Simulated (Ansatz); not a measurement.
Theory: DFT PBE, scalar-relativistic, plane waves, PAW (Ansatz 0.2.0).

Settings: cutoff 420 eV, Γ-centred mesh 8×8×8 on the computed 8-atom cell, Gaussian smearing of 0.10 eV; collinear spin from starting moments 0 0 0 0 0 0 2 0 μB.

```
CELL_PARAMETERS angstrom
4.84325 0.00000 0.00000
0.00000 3.00805 5.13821
0.00000 -3.00805 5.13821
ATOMIC_POSITIONS crystal
Mg 0.00000 0.36233 0.81788
Mg 0.00000 0.81788 0.36233
Mg 0.00000 0.33523 0.33523
Mg 0.50000 0.14374 0.68361
Mg 0.50000 0.68361 0.14374
Mg 0.50000 0.16136 0.16136
V 0.50000 0.67034 0.67034
Zn 0.00000 0.82551 0.82551
```

Problem. Is this geometry at equilibrium? Which atom feels the largest force?

Solution. It isn't. Atom 1 (Mg) feels (0.00, -0.70, -0.04) eV/Å, 0.702 eV/Å in size, and symmetry-related atoms feel the same size.

Problem. Give all forces and the stress.

Solution.
```
atom Fx Fy Fz
 Mg1  0.000  -0.701  -0.039
 Mg2  0.000   0.701  -0.039
 Mg3  0.000   0.000  -0.111
 Mg4  0.000   0.671   0.026
 Mg5  0.000  -0.671   0.026
 Mg6  0.000   0.000   0.305
  V7  0.000   0.000  -0.271
 Zn8  0.000   0.000   0.103
```
Stress (GPa, compression positive):
```
2.99 0.00 0.00
0.00 6.29 0.00
0.00 0.00 5.86
```